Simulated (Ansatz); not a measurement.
Band structure of TiAl$_{3}$

```
CELL_PARAMETERS angstrom
-1.91111 1.91111 4.28067
1.91111 -1.91111 4.28067
1.91111 1.91111 -4.28067
ATOMIC_POSITIONS crystal
Ti 0.00000 0.00000 0.00000
Al 0.50000 0.50000 0.00000
Al 0.75000 0.25000 0.50000
Al 0.25000 0.75000 0.50000
```

Atom numbers follow the list: Ti1, Al2, Al3, Al4.

Structure from Materials Project entry mp-542915 (possibly hypothetical), not relaxed further.

Spin polarisation is left out, and whether a magnetic state lies lower isn't shown here.

Method: DFT, PBE, all-electron LAPW, scalar-relativistic in Ansatz 0.2.0.

Settings: a Γ-centred 15×15×15 k mesh, Fermi–Dirac smearing of 0.05 eV, basis error target 0.5 meV/atom, no spin polarisation.

Points in fractions of the reciprocal vectors of this cell: Γ (0, 0, 0), X (0, 0, 0.5), P (0.25, 0.25, 0.25), N (0, 0.5, 0), M (0.5, 0.5, -0.5), S (0.3, 0.7, -0.3), S0 (-0.3, 0.3, 0.3). The path joins them by straight lines in the order Γ–X–P–N–Γ–M–S–S0–Γ; legs that retrace an earlier one aren't tabulated. Energies are in eV from the Fermi level.

List the levels at Γ between -8 and 1.5 eV.

-2.87, -2.64, -1.41, -1.24 (×2), 0.84.

List the levels at M between -8 and 1.5 eV.

-7.61, -2.01, -0.93 (×2), -0.24, 0.71 (×2), 0.96.

List the levels at N between -8 and 1.5 eV.

-7.35, -6.99, -3.62, -2.96, -1.07, -0.26, 0.51.

What is the band gap?

none: with an odd electron count and no spin polarisation the bands can't all be full, a metal in this set-up (spin order or a larger cell could open a gap).
